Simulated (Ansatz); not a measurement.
Trial structure of Ga3N2, not yet relaxed:

```
Ga N
1.0
     4.46265    0.00000    0.00000
     0.00000    4.46265    0.00000
     0.00000    0.00000    4.46265
Ga N
3 2
Direct
  0.00000 0.50000 0.50000
  0.50000 0.00000 0.50000
  0.50000 0.50000 0.00000
  0.00000 0.00000 0.00000
  0.50000 0.50000 0.50000
```

Method: DFT PBE, scalar-relativistic, plane waves, PAW in Ansatz 0.2.0. Settings: cutoff 420 eV, Γ-centred mesh 4×4×4 on the computed 5-atom cell, Gaussian smearing of 0.10 eV; no spin polarisation.

Energies over the elements count from the elements' standard structures at the same level (N₂ as a molecule), with no fitted energy shifts.

Q: Estimate its pressure, forces and energy as it stands.

A: The pressure is -9.2 GPa (it wants to contract), the largest force is 0.00 eV/Å (symmetry fixes the atoms), and the energy is +1.30 eV/atom against the elements. The shortest distance is 2.23 Å.

Q: How much does it gain on relaxing, and where does it end?

A: Relaxing gains about 0.13 eV/atom (the start's value is from the coarse mesh, so the gain is rough) in 10 ionic steps and ends at +1.16 eV/atom on the finer mesh. The symmetry stays Pm-3m (No. 221). The volume per atom shrinks by 16.6 %, from 17.8 to 14.8 Å³. The shortest distance goes from 2.23 Å (Ga–N) to 2.10 Å (Ga–N). Conventional cell: a = 4.200 Å. Ga is surrounded by 2 N at 2.10 Å, 4 N at 2.97 Å and 8 Ga at 2.97 Å; around N on its first site lie 12 Ga at 2.97 Å (long contacts); N on its second site is surrounded by 6 Ga at 2.10 Å.

The last run used a 10×10×10 mesh for its 5-atom cell and Gaussian smearing of 0.10 eV. An odd number of electrons in the primitive cell allows no gap without spin; a larger cell or a magnetic state could open one. The relaxation can't lower the symmetry of the start. Symmetry constrained the relaxation, so the result can be a saddle point.
